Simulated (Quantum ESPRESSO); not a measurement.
## Kohn-Sham bands of ScF$_{3}$ (R32)

```
CELL_PARAMETERS angstrom
      2.85684     1.64940     2.33115
     -2.85684     1.64940     2.33115
      0.00000    -3.29879     2.33115
ATOMIC_POSITIONS crystal
  Sc 0.00000 0.00000 0.00000
  F  0.50000 0.00193 0.99807
  F  0.99807 0.50000 0.00193
  F  0.00193 0.99807 0.50000
```

Materials Project entry mp-10694; symmetrised, unrelaxed at this level. COD (Crystallography Open Database) has the formula in 4 space groups, this one among them (matched by group alone). The atoms lie within 0.1 Å of the higher space group Pm-3m. Level: LDA, no spin polarisation, no spin-orbit coupling; pw.x of Quantum ESPRESSO at 68 Ry with PseudoDojo potentials, 8×8×8 k-points, Wannier90. Density: 8×8×8 mesh, cold smearing 0.01 Ry.

Energies are relative to the valence-band maximum; weights are on the orthonormalised atomic waves of the pseudopotential files, averaged over the group. 32 electrons a cell are treated as valence.

Task: Into which isolated groups do the bands fall, where do they lie and what are they made of?

Result: 
```json
[
 {"bands": "1", "from (eV)": "-45.49", "to (eV)": "-45.48", "filling": "filled", "weight on atomic waves": "Sc 3s 98 %"},
 {"bands": "2–4", "from (eV)": "-24.83", "to (eV)": "-24.43", "filling": "filled", "weight on atomic waves": "Sc 3p 93 %, F 2s 5 %"},
 {"bands": "5–7", "from (eV)": "-19.57", "to (eV)": "-18.56", "filling": "filled", "weight on atomic waves": "F 2s 88 %, Sc 3p 5 %"},
 {"bands": "8–16", "from (eV)": "-3.14", "to (eV)": "0.00", "filling": "filled", "weight on atomic waves": "F 2p 93 %, Sc 3d 6 %"}
]
```

The Kohn-Sham gap over both meshes and the path is 6.14 eV.
